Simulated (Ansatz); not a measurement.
Si in space group R-3 (No. 148; Si on 18f, Si on 6c) at seven volumes, DFT-r²SCAN in the program Ansatz with PAW potentials, shape and atoms relaxed at each. One row is withheld.

```
V (Å³/atom)  P (GPa)
-----------  -------
16.550          9.90
17.096             ?
17.641          2.81
18.187          0.00
18.733         -2.40
19.278         -4.44
19.824         -6.17
```

**Question.** Fit the shown pressures and predict the withheld one.

**Answer.** Third-order Birch–Murnaghan: P = (3/2)B₀(x^(7/2) − x^(5/2))[1 + (3/4)(B′ − 4)(x − 1)] with x = (V₀/V)^(2/3). Least squares on the six rows gives V₀ = 18.187 Å³/atom, B₀ = 86.00 GPa, B′ = 4.22. At V = 17.096, x = 1.0421 and P = 6.06 GPa. The run itself gave 6.08 GPa.

The first step of the workflow began from a Materials Project structure, measured or hypothetical; the Crystallography Open Database copy checked does not list it. It is not the phase usual at ambient conditions (space group No. 227). The cell was relaxed with r²SCAN under the symmetry of its start; its stability against distortions is not shown here.

Potentials: the later of the program's two PAW sets.
